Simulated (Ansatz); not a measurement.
## CsPbBr3 (cubic perovskite): energy over volume and axial ratio

CsPbBr₃ (cubic perovskite)

```yaml
crystal:
  lattice:
    - [6.00277, 0.00000, 0.00000]
    - [0.00000, 6.00277, 0.00000]
    - [0.00000, 0.00000, 6.00277]
  atoms:
    - { symbol: Cs, position: [0.00000, 0.00000, 0.00000] }
    - { symbol: Pb, position: [0.50000, 0.50000, 0.50000] }
    - { symbol: Br, position: [0.00000, 0.50000, 0.50000] }
    - { symbol: Br, position: [0.50000, 0.50000, 0.00000] }
    - { symbol: Br, position: [0.50000, 0.00000, 0.50000] }
```

The relaxed cell is deformed in two ways at once: its volume V is scaled, and at that volume it is stretched along z (the c axis of the conventional cell) so that c/a changes. Fractional atomic positions are held.

Method: PBE (plane waves to 420 eV, PAW, scalar-relativistic; Ansatz, an electronic-structure program). k mesh 6×6×6 (Γ-centred), Fermi-Dirac smearing 0.05 eV. E stands for the smeared free energy. Stress and pressure are positive under compression. CsPbBr3 was relaxed with its symmetry unable to fall. Spin-orbit coupling is left out, though Pb is heavy. The PAW data are Ansatz's earlier set. This is a high-temperature form of CsPbBr3. ΔE is measured from the relaxed starting cell.

ΔE (eV/atom), with V/V₀ across and (c/a)/(c/a)₀ down:

```
(c/a)/(c/a)₀ \ V/V₀   0.960   0.980   1.000   1.020   1.040
-------------------  ------  ------  ------  ------  ------
0.960                0.0108  0.0071  0.0057  0.0062  0.0086
0.980                0.0059  0.0025  0.0013  0.0022  0.0049
1.000                0.0043  0.0010  0.0000  0.0010  0.0037
1.020                0.0058  0.0024  0.0012  0.0021  0.0048
1.040                0.0098  0.0062  0.0048  0.0054  0.0078
```

σzz (GPa), with V/V₀ across and (c/a)/(c/a)₀ down:

```
(c/a)/(c/a)₀ \ V/V₀  0.960  0.980  1.000  1.020  1.040
-------------------  -----  -----  -----  -----  -----
0.960                 2.18   1.62   1.13   0.68   0.28
0.980                 1.45   0.96   0.52   0.12  -0.23
1.000                 0.83   0.39   0.00  -0.35  -0.66
1.020                 0.30  -0.09  -0.44  -0.75  -1.03
1.040                -0.15  -0.50  -0.81  -1.09  -1.33
```

Summary:

* **Shear modulus C′ = (C11 − C12)/2 (fit, atoms clamped)**: 17.9 GPa
* **Lowest place on the grid**: V/V₀ = 1.000, (c/a)/(c/a)₀ = 1.000 (0.0 meV/atom)
* **Highest place on the grid**: V/V₀ = 0.960, (c/a)/(c/a)₀ = 0.960 (10.8 meV/atom)

The 25 points together took very roughly 4 core-minutes.

(Under strain, the slope of the energy per volume gives the stress and its curvature an elastic modulus.)
